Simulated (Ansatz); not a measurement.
C (diamond)

```yaml
crystal:
  lattice:
    - [0.00000, 1.78579, 1.78579]
    - [1.78579, 0.00000, 1.78579]
    - [1.78579, 1.78579, 0.00000]
  atoms:
    - { symbol: C, position: [0.00000, 0.00000, 0.00000] }
    - { symbol: C, position: [0.25000, 0.25000, 0.25000] }
```

In this cell atom 2 (C, nearest neighbour C at 1.547 Å; its periodic images, 2.5 Å or more away, move with it) is moved by s along Cartesian [111], unit vector (0.577, 0.577, 0.577); all other atoms and the cell stay fixed.

Method: PBE (plane waves to 420 eV, PAW, scalar-relativistic; Ansatz, a quantum-chemistry and plane-wave program). k mesh 13×13×13 (Γ-centred), Fermi-Dirac smearing 0.05 eV. Energies are smeared free energies. Left out: 1 of 11 points, with atoms too close for the PAW data. As the smearing reaches across the gap at some points, energies and forces of such displacements shift with the k mesh and the smearing. C was relaxed with its symmetry unable to fall. ΔE is measured from the undisplaced structure. The last digit holds for this mesh only.

| s (Å) | ΔE (meV/cell) |
|---|---|
| -0.368 | 3598.6 |
| -0.276 | withheld |
| -0.184 | 763.0 |
| -0.092 | 173.1 |
| 0.000 | 0.0 |
| 0.092 | 137.5 |
| 0.184 | 474.9 |
| 0.276 | 886.7 |
| 0.368 | 1282.6 |
| 0.460 | 1624.6 |

Q: Fit a polynomial form (powers 2, 3, 4) to the given rows and predict ΔE at s = -0.276.

A: Least squares on the 9 given rows: ΔE = (17810)·s² + (-23080)·s³ + (2146)·s⁴, in meV/cell with s in Å; root-mean-square residual 9.44 meV/cell. At -0.276 the fit gives 1854.4 meV/cell; the calculation gives 1875.8 meV/cell, so the interpolation is off by -21.4 (-1.1 %). The quadratic term alone would give 1356.7 meV/cell.

(For displaced atoms, the force is minus the slope of the energy, and its curvature is a force constant, which sets phonon frequencies.)
